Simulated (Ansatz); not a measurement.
Input file for Ansatz (a program for electronic structure):

Ansatz 0.2 input:
```yaml
crystal:
  lattice:
    - [0.0, 3.5035072056, 3.5035072056]
    - [3.5035072056, 0.0, 3.5035072056]
    - [3.5035072056, 3.5035072056, 0.0]
  atoms:
    - { symbol: K, position: [0.0, 0.0, 0.0] }
    - { symbol: I, position: [0.5, 0.5, 0.5] }
kpoints:
  mp_grid: { grid: [5, 5, 5] }
hamiltonian:
  xc: hse06
  pseudopotentials: { kind: paw }
scf:
  n_extra_bands: 6
  occupations: { method: fixed }
output:
  eigenvalues: true
  eigenstates:
    e_range: [-9.0, 13.8]
    kpoints:
      - [0.0, 0.0, 0.0]  # VBM
      - [0.0, 0.0, 0.0]  # CBM
      - [0.0, 0.0, 0.0]  # GAMMA
      - [0.5, 0.0, 0.5]  # X
      - [0.5, 0.5, 0.5]  # L
      - [0.5, 0.25, 0.75]  # W
      - [0.375, 0.375, 0.75]  # K
      - [0.625, 0.25, 0.625]  # U
```

Output (shortened):

```
Pseudopotential: K, paw, valence charge 9
Pseudopotential: I, paw, valence charge 17
Functional definition: HSE06
davidson cushion auto → on  (no smearing: the cushion is to keep the highest requested band from converging to the state above it …
Crystal: 2 atoms, lattice volume = 86.008 Å³
Basis set: ecut = 420 eV, 1687 PW (Γ)
Bands: 19, of which v1, the nominal top of the filled ones, is band 13 counted from 1 (12 counted from 0)
Symmetry: 48 space group operations
Space group: Fm-3m (ITA 225), of the structure as read, at distance tolerance 4.4e-5 Å
k-points: 10 of 125
SCF iter   1: F=—  HF=-9053.679296 eV  |F-HF|=—  |Δ(HF+E_count)|=         —  Δρ=3.98e-4  dr2=1.57e-4  ethr=1.77e-3  ⟨swp⟩=2.0  Hψ=1467  notcnv=0
preconditioner: auto → none
iter 2 solved again at ethr=1.68e-8 eV; its pass at ethr=6.03e-7 eV (dr2=4.36e-6 eV) is discarded
SCF iter   2: F=-9053.679353 eV  HF=-9053.679327 eV  |F-HF|=2.59e-5  |Δ(HF+E_count)|=   3.12e-5  Δρ=9.47e-5  dr2=4.36e-6  ethr=1.68e-8  ⟨swp⟩=3.4  Hψ=1143  notcnv=0  defer=1
SCF 1 stopped early in 2 iterations: F = -9053.679353 eV  dr2 = 4.36e-6
Crystal: 2 atoms, lattice volume = 86.008 Å³
Exchange kernel: α = 0.2500, screened, ω = 0.2079 Å⁻¹, Wigner–Seitz truncation, v(0) = 1046.7471 eV·Å³, q-mesh 5×5×5, nearest image of the exchange supercell L …
Frozen-core exchange: fock
SCF iter   1: F=—  HF=-9059.416980 eV  |F-HF|=—  |Δ(HF+E_count)|=         —  Δρ=1.59e-3  dr2=2.23e-3  ethr=1.68e-7  ⟨swp⟩=9.7  Hψ=1160  notcnv=0
preconditioner: auto → none
SCF iter   2: F=—  HF=-9059.416564 eV  |F-HF|=—  |Δ(HF+E_count)|=   4.16e-4  Δρ=7.22e-4  dr2=4.58e-4  ethr=1.68e-7  ⟨swp⟩=5.0  Hψ=706  notcnv=0
SCF iter   3: F=—  HF=-9059.418691 eV  |F-HF|=—  |Δ(HF+E_count)|=   2.13e-3  Δρ=2.76e-4  dr2=6.80e-5  ethr=1.68e-7  ⟨swp⟩=5.8  Hψ=774  notcnv=0  defer=1
SCF iter   4: F=—  HF=-9059.418693 eV  |F-HF|=—  |Δ(HF+E_count)|=   2.05e-6  Δρ=7.25e-5  dr2=4.03e-6  ethr=1.68e-7  ⟨swp⟩=3.8  Hψ=534  notcnv=0
SCF iter   5: F=-9059.418716 eV  HF=-9059.418716 eV  |F-HF|=4.33e-9  |Δ(HF+E_count)|=   2.28e-5  Δρ=2.42e-5  dr2=3.27e-7  ethr=8.58e-9  ⟨swp⟩=6.2  Hψ=715  notcnv=0
SCF 2 stopped early in 5 iterations: F = -9059.418716 eV  dr2 = 3.27e-7
hybrid outer 1: dexx = +2.268e-3 eV, tail = 6.35e-6 eV
Crystal: 2 atoms, lattice volume = 86.008 Å³
Exchange kernel: α = 0.2500, screened, ω = 0.2079 Å⁻¹, Wigner–Seitz truncation, v(0) = 1046.7471 eV·Å³, q-mesh 5×5×5, nearest image of the exchange supercell L …
Frozen-core exchange: fock
SCF iter   1: F=—  HF=-9059.418718 eV  |F-HF|=—  |Δ(HF+E_count)|=         —  Δρ=2.75e-5  dr2=3.94e-7  ethr=1.22e-7  ⟨swp⟩=4.9  Hψ=548  notcnv=0
preconditioner: auto → none
iter 2 solved again at ethr=9.48e-11 eV; its pass at ethr=1.41e-9 eV (dr2=2.46e-8 eV) is discarded
SCF iter   2: F=-9059.418718 eV  HF=-9059.418718 eV  |F-HF|=1.21e-8  |Δ(HF+E_count)|=   1.33e-7  Δρ=1.03e-5  dr2=2.84e-8  ethr=9.48e-11  ⟨swp⟩=2.9  Hψ=999  notcnv=0
SCF 3 converged in 2 iterations: F = -9059.418718 eV  dr2 = 2.84e-8
hybrid outer 2: dexx = +7.096e-8 eV, tail = 7.03e-8 eV, Δε = 2.31e-3 eV (about 2.95e-4 eV left of the loop's levels)
NSCF: frozen V_eff on 8 k-points
hybrid SCF converged: 2 outer / 7 inner (+2 warm-up), last move |dexx| = 7.10e-8 eV, tail = 7.03e-8 eV
Stability not checked (fock_operator)
Free energy (F): -9059.418718 eV
Frozen-core exchange: fock
Harris-Foulkes:  -9059.418718 eV  (|F-HF|=1.21e-8)
Internal energy: -9059.418718 eV  (E = F + TS)
E sigma→0 (E₀):  -9059.418718 eV
Fermi energy:    1.749144 eV
--- Per-component energies (eV) ---
  E_band       = -570.219426
  E_kinetic    = 443.303169
  E_local      = -2800.411477  (includes V_loc(G=0)·N_el)
  E_nonlocal   = -77.736491
  E_hartree    = 1329.869152
  E_xc         = -211.582542
  E_vxc        = -234.217093  (∫ρ·V_xc dr)
  E_exx        = -74.356858  (= α·E_x^exact, valence–valence)
  E_paw        = -5582.293262  (= ΣΔE_a)
  E_vpaw       = -412.176278  (= ΣTr[D̂ρ^β])
  E_aug_tail   = -0.000017  (compensation charges beyond the density's cutoff)
  E_ewald      = -2085.711743
  E_core_change = -0.498648  (= ΣΔE_core)
  E_smearing   =  0.000000  (= −TS)
  E_closure    = 0.000000  (closes the sum)
  Σ components = -9059.418718   (vs F -9059.418718, Δ=0.00e0)
  [band-id]    e_kinetic+e_local+e_nonlocal+2·e_hartree+e_vxc+2·e_exx+e_vpaw+e_augmentation_tail = -570.213599   (vs E_band -570.219426, Δ=5.83e-3)
--- Band table (eV; the first three rows and the last of 10) ---
  k-point 0: bands = ["-43.2891", "-43.2891", "-43.2859", "-43.2859", "-43.2859", "-29.0130", "-11.1516", "-11.1516", "-11.1516", "-9.6703", "1.7491", "1.7491", "1.7491", "6.7789", "9.3826", "9.3826", "9.3826", "10.2442", "10.2442"]
  k-point 1: bands = ["-43.2891", "-43.2891", "-43.2859", "-43.2859", "-43.2858", "-29.0122", "-11.2249", "-11.1520", "-11.1520", "-9.5404", "1.1518", "1.6126", "1.6126", "7.6242", "9.2986", "9.8257", "9.8257", "10.7289", "10.7289"]
  k-point 2: bands = ["-43.2891", "-43.2891", "-43.2859", "-43.2859", "-43.2858", "-29.0108", "-11.3252", "-11.1526", "-11.1526", "-9.3445", "0.4042", "1.4092", "1.4092", "8.2275", "10.4333", "10.7741", "10.7741", "11.8040", "11.8040"]
  k-point 9: bands = ["-43.2891", "-43.2891", "-43.2858", "-43.2858", "-43.2858", "-29.0099", "-11.2453", "-11.1816", "-11.1718", "-9.4045", "0.7187", "1.0916", "1.2260", "8.8283", "9.5713", "9.7654", "11.6141", "11.7980", "12.3821"]
```

Cost: about 2.5 core-minutes (a rough figure) on shared cores.

The points marked VBM and CBM come from a semilocal run.

The PBEsol relaxation kept the symmetry of its start. Scalar-relativistic: spin–orbit coupling is off unless named, which matters more the heavier the elements.

Potentials: the later of the program's two PAW sets.

Ansatz is a plane-wave DFT program.
